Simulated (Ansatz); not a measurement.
A 4-atom cell of BN started from a crystallographic database, relaxed with r2SCAN+rVV10: 9 runs in the PAW code Ansatz, each a construction of maximally localised Wannier functions. It is hexagonal, P6_3/mmc (No. 194); a = 2.501 Å, c = 6.524 Å in the conventional setting, 8.83 Å³ an atom. B is surrounded by 3 N at 1.44 Å; N is surrounded by 3 B at 1.44 Å. No spin polarisation and no zero-point or thermal motion.

```xyz
4
Lattice="2.5006 0.0000 0.0000 -1.2503 2.1656 0.0000 0.0000 0.0000 6.5236" Properties=species:S:1:pos:R:3 pbc="T T T"
B     0.0000    1.4437    1.6309
B     1.2503    0.7219    4.8927
N     0.0000    1.4437    4.8927
N     1.2503    0.7219    1.6309
```

Windows count from the top of the filled bands; a dash means that no such window was set (without an outer window there is no disentanglement). Rows marked drawn have settings drawn at random (some not listed).

| functional | SCF mesh | trial orbitals | functions | mesh | window (eV) | frozen (eV) | settings | Ω total (Å²) | Ω invariant (Å²) | largest spread (Å²) | least projectability | interpolation miss of the model's filled bands (eV, to the nearest computed level) |
| --- | --- | --- | --- | --- | --- | --- | --- | --- | --- | --- | --- | --- |
| PBE | 9×9×4 | N s, N p | 8 | 9×9×4 | – | – | chosen | 6.26 | 5.21 | 1.28 | 0.87 | 0.007 |
| PBE | 9×9×4 | N p | 6 | 9×9×4 | – | – | chosen | 6.90 | 6.68 | 1.38 | 0.68 | 0.007 |
| r2SCAN | 9×9×4 | N s, N p | 8 | 9×9×4 | – | – | chosen | 6.15 | 5.12 | 1.24 | 0.88 | 0.006 |
| r2SCAN | 9×9×4 | N p | 6 | 9×9×4 | – | – | chosen | 6.76 | 6.56 | 1.34 | 0.69 | 0.006 |
| HSE06 | 9×9×4 | N s, N p | 8 | 9×9×4 | – | – | chosen | 6.08 | 5.06 | 1.22 | 0.88 | – |
| PBE | 9×9×4 | N p | 6 | 4×4×4 | – | – | drawn | 6.18 | 5.95 | 1.25 | 0.68 | 0.392 |
| PBE | 9×9×4 | N s, N p (loose tolerance) | 8 | 9×9×4 | – | – | drawn | 6.26 | 5.21 | 1.28 | 0.87 | 0.007 |

Problem. Estimate from these rows what the further settings give.
```csv
functional,SCF mesh,trial orbitals,functions,mesh,window (eV),frozen (eV),settings
PBE,9×9×4,"N s, N p",8,12×12×4,–,–,chosen
PBE,9×9×4,"N s, N p",8,6×6×2,–,–,chosen
```

Solution.
```csv
functional,SCF mesh,trial orbitals,functions,mesh,window (eV),frozen (eV),settings,Ω total (Å²),Ω invariant (Å²),largest spread (Å²),least projectability,"interpolation miss of the model's filled bands (eV, to the nearest computed level)"
PBE,9×9×4,"N s, N p",8,12×12×4,–,–,chosen,6.33,5.28,1.31,0.87,0.001
PBE,9×9×4,"N s, N p",8,6×6×2,–,–,chosen,6.00,4.97,1.23,0.87,0.049
```

A dash in the last column means that the miss wasn't evaluated.

For N s, N p with PBE the spread goes 6.00 Å² (6×6×2), 6.26 Å² (9×9×4), 6.33 Å² (12×12×4): finite differences on a coarse mesh understate it.
